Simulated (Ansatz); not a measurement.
# Vibrational response of Ta2CN4

Theory: DFT PBE, scalar-relativistic, plane waves, PAW (Ansatz 0.2.0). Plane waves to 420 eV; Γ-centred k mesh 12×12×12; Gaussian smearing of 0.10 eV. No spin polarisation. Phonons by linear response, acoustic sum rule imposed.

Relaxed structure:
```
Ta C N
1.0
    -1.59946    2.09742    6.93262
     1.59946   -2.09742    6.93262
     1.59946    2.09742   -6.93262
Ta C N
2 1 4
Direct
  0.79960 0.29960 0.50000
  0.20040 0.70040 0.50000
  0.00000 0.00000 0.00000
  0.69937 0.69937 0.00000
  0.30063 0.30063 0.00000
  0.91158 0.91158 0.00000
  0.08842 0.08842 0.00000
```

The cell was found from a proposed guess, not taken from experiment. In a metal, frequencies depend on the k mesh and the smearing, soft modes most. Spin–orbit coupling is left out, which matters for heavy elements.

(1) Is this structure stable against zone-centre distortions?

(2) List the optical modes at Γ (i marks imaginary ones).

## Answers

(1) Yes, at Γ: no optical mode is imaginary. Strains and other wave vectors aren't tested by this run.

(2)
```csv
frequency (cm⁻¹),degeneracy
136,1
151,1
190,1
203,1
229,1
238,1
248,1
364,1
471,1
496,1
510,1
521,1
535,1
542,1
612,1
613,1
1353,1
2065,1
```
